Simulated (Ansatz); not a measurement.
BP:
```
CELL_PARAMETERS angstrom
      3.19078     0.00000     0.00000
     -1.59539     2.76329     0.00000
      0.00000     0.00000     5.29543
ATOMIC_POSITIONS crystal
  B  0.66667 0.33333 0.50043
  B  0.33333 0.66667 0.00043
  P  0.66667 0.33333 0.87457
  P  0.33333 0.66667 0.37457
```

Relaxed with r²SCAN.

Question: Give the optical modes at the zone centre with their infrared and Raman activity from DFPT, r²SCAN (plane waves, PAW; program Ansatz).

Answer: Transverse frequencies, without the LO–TO term; a row sums one degenerate level.

| ω (cm⁻¹) | degeneracy | IR ((D/Å)²/amu) | Raman (Å⁴/amu) | activity | symmetry |
|---|---|---|---|---|---|
| 224 | 2 | 0.00 | 2.4 | Raman | E2 |
| 522 | 1 | 0.00 | 0 | silent | B1 |
| 769 | 1 | 0.00 | 0 | silent | B1 |
| 771 | 2 | 0.00 | 220 | Raman | E2 |
| 806 | 1 | 1.30 | 580 | IR+Raman | A1 |
| 815 | 2 | 2.74 | 150 | IR+Raman | E1 |

Question: How high does the top mode go among those that the LO–TO term moves?

Answer: 820 cm⁻¹ for q along x, 820 cm⁻¹ for q along y, 810 cm⁻¹ for q along z.

Space group P6_3mc (wurtzite). The workflow started from a Materials Project entry (that database holds measured and hypothetical structures alike); the Crystallography Open Database copy checked does not list it. It is not the phase usual at ambient conditions (space group No. 216). The cell was relaxed with r²SCAN under the symmetry of its start; phonons on a q-mesh show no instability.

Potentials: the earlier of the program's two PAW sets.
